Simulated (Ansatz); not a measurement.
## Ge (Fd-3m): volume and gaps against pressure

```yaml
crystal:
  lattice:
    - [2.83776, 2.83776, 0.00000]
    - [-2.83776, 2.83776, 0.00000]
    - [0.00000, 2.83776, 2.83776]
  atoms:
    - { symbol: Ge, position: [0.50000, 0.50000, 0.00000] }
    - { symbol: Ge, position: [0.75000, 0.25000, 0.50000] }
```

This is the zero-pressure cell under r²SCAN. Cell and atoms are relaxed by PAW (default files of Ansatz 0.2.0, cutoff 500 eV, stress met within about 0.05 GPa) at each pressure, in this structure whether or not another phase would take over; P is the pressure reached, less that of this cell. Levels come from r²SCAN, PAW on Ansatz 0.2.0's default frozen-core files (fitted under PBE), scalar-relativistic; k mesh 12×12×12, fixed occupations, cutoff 500 eV. Conduction levels are in eV over the valence top (at Γ), at fixed fractional wave vectors («min» is a refined band extremum of the unstrained crystal off the named points). Zone-centre phonons come from finite displacements by PAW.

```tsv
P (GPa)	V/V₀	Γ	L	min	X	T2g (cm⁻¹)
-1.98	1.0300	0.068	0.336	0.825	1.027	287.1
0.00	1.0000	0.352	0.433	0.791	0.995	296.1
2.00	0.9737	0.613	0.524	0.757	0.963	304.4
3.99	0.9512	0.847	0.606	0.725	0.932	311.7
6.98	0.9220	1.162	0.718	0.679	0.888	321.8
9.97	?	?	?	?	?	?
15.00	0.8617	1.869	0.970	0.568	0.776	344.6
```

Q: Fit the third-order Birch-Murnaghan equation to the rows shown.

A: With f = [(V₀/V)^(2/3) − 1]/2, the normalised pressure F = P/[3f(1 + 2f)^(5/2)] is 71.0 GPa at f = -0.0097, 71.1 GPa at f = 0.0090, 72.1 GPa at f = 0.0170, 73.1 GPa at f = 0.0278, 74.8 GPa at f = 0.0522. The line F = B₀[1 + (3/2)(B′ − 4)f] gives B₀ = 71.2 GPa and B′ = 4.6.

Q: What are the volume deformation potentials and pressure coefficients of these levels at zero pressure?

A: 

```
level  dE/dlnV (eV)  dE/dP = −(dE/dlnV)/B₀ (meV/GPa)  mean slope up to 2.0 GPa (meV/GPa)
    Γ         -9.71                            136.5                               130.7
    L         -3.36                             47.3                                45.5
  min          1.23                            -17.2                               -17.0
    X          1.15                            -16.1                               -16.0
```

dE/dlnV is the slope of a cubic fit in ln V at V₀. The last column is read from two rows and shows how the slope bends with pressure.

Q: What mode Grüneisen parameters follow?

A: γ = −d ln ω/d ln V at V₀ from a quadratic fit in ln V: T2g 1.03.

Q: What belongs in the row at 9.97 GPa?

A: The fits give V/V₀ = 0.8968 and Γ = 1.449 eV. Computed: V/V₀ = 0.8970, Γ = 1.447, L = 0.819, min = 0.636, X = 0.845, T2g (cm⁻¹) = 330.9.

Q: Where does the lowest conduction level change its place?

A: From Γ to L near 1.0 GPa; from L to min near 6.2 GPa, by linear interpolation between the computed rows. Errors in the spacing of the valleys shift these pressures; at zero pressure two valleys lie within 0.15 eV, so even their order there can differ from the real crystal's.

Caveats: no other phase was computed; many crystals of this kind change structure within this range, and rows or crossings beyond such a change describe a metastable lattice; frozen-core PAW files fitted under PBE, their cores solved anew for the functional of the run; no spin-orbit coupling on heavy atoms; semilocal gaps are low, and the spacing of valleys can be off by tenths of an eV; levels are read at fixed fractional k, so an edge that moves off these points is missed.
